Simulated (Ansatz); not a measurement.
Values for one crystal, relaxed and computed with the program Ansatz at the r²SCAN level (PAW); other levels are named.

| Item | Value |
|---|---|
| Volume per atom | 12.10 Å³ |
| Electronic character | metallic (no gap) |
| Formation energy from the elements (no fitted shifts) | -0.59 eV/atom |
| Bulk modulus (Birch–Murnaghan fit) | 199 GPa |
| Pressure derivative B′ | 4.9 |
| Density of states at the Fermi level | 0.80 states/eV per atom (mean over ±0.08 eV) |

Task: Which compound is it?
(A) NbP, P-6m2 (Nb on 1a, P on 1f)
(B) LuBRh3, cubic perovskite
(C) Nb2AlB2, Cmmm (Al on 2a, Nb on 4j, B on 4i)
(D) LaB6, Pm-3m (La on 1a, B on 6f)

Result: C, Nb2AlB2, Cmmm (Al on 2a, Nb on 4j, B on 4i)

The start of the workflow was typed in or built on a structure type; neither database checked (COD, Materials Project) lists it. Its standing as an ambient phase is unchecked. The r²SCAN relaxation kept the symmetry of its start; its stability against distortions is not shown here. The run is not spin-polarised. The references are the lowest solids computed at this level, not always the standard phases. Scalar-relativistic: spin–orbit coupling is off unless named, which matters more the heavier the elements.

Potentials: the later of the program's two PAW sets.
